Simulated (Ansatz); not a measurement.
NaCl: what each run costs

Cell: 2 atoms, space group Fm-3m, a = 3.974 Å, b = 3.974 Å, c = 3.974 Å, α = 60.00°, β = 60.00°, γ = 60.00°.

All runs are DFT with Ansatz 0.2.0 on 1 thread of Arm Neoverse V1 (aarch64; 28 cores open to the job, memory cap 2.5 GiB, no GPU), a shared host.

Problem. Rank the runs by wall time, shortest first.
A. relaxation of the ions, PBE, 420 eV, 9×9×9 k-points, smearing 0.02 eV
B. dielectric tensor by linear response, PBE, 420 eV, 9×9×9 k-points, fixed occupations
C. core holes on 2 sites, PBE, 420 eV, 3×3×3 k-points, fixed occupations, 16 atoms

Solution. A (2.7 s, 0.32 GiB), B (13 s, 0.36 GiB), C (66 s, 0.79 GiB).
